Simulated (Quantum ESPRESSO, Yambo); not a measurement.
## HgZnS2: DFT and GW levels

```
CELL_PARAMETERS angstrom
      1.95230     1.12716     6.47451
     -1.95230     1.12716     6.47451
      0.00000    -2.25433     6.47451
ATOMIC_POSITIONS crystal
  S  0.86891 0.86891 0.86891
  S  0.38373 0.38373 0.38373
  Zn 0.50100 0.50100 0.50100
  Hg 0.99637 0.99637 0.99637
```

Cell and atoms were relaxed with LDA from Materials Project entry mp-1215447, within its symmetry.

Starting point: norm-conserving LDA (Quantum ESPRESSO, 84 Ry, no spin-orbit coupling). G0W0 in Yambo: 4×4×4 Γ-centred k mesh, bands 9 to 182 and a 8 Ry block in the screening, 182 bands in G with the Bruneval-Gonze terminator, plasmon pole fitted at 27.2 eV.

```
Quantity                                         Result
----------------------------------------------  -------
LDA gap along the band path                     0.32 eV
LDA gap between the mesh's edge points (Γ → Γ)  0.32 eV
G0W0 gap between the same points                1.29 eV
```

| k point | band | E LDA (eV) | E QP (eV) | shift (eV) | Z |
|---|---|---|---|---|---|
| Γ | VB | 0.00 | -0.62 | -0.62 | 0.78 |
| Γ | CB | 0.32 | 0.67 | 0.35 | 0.81 |
| L | VB | -1.42 | -2.06 | -0.63 | 0.78 |
| L | CB | 3.16 | 3.60 | 0.44 | 0.81 |
| F | VB | -0.91 | -1.56 | -0.65 | 0.78 |
| F | CB | 1.77 | 2.19 | 0.42 | 0.81 |
| Z | VB | -0.27 | -0.86 | -0.59 | 0.78 |
| Z | CB | 2.09 | 2.58 | 0.49 | 0.80 |

Energies count from the LDA valence-band maximum.

Convergence of the G0W0 settings was not tested.

Without spin-orbit coupling, band edges of such heavy elements can be off by tenths of an eV. So small a LDA gap in heavy elements may be inverted, where one-shot corrections to single bands mislead.

The structure is a Materials Project entry; no match was found in the copy of COD used, and its stability was not checked.
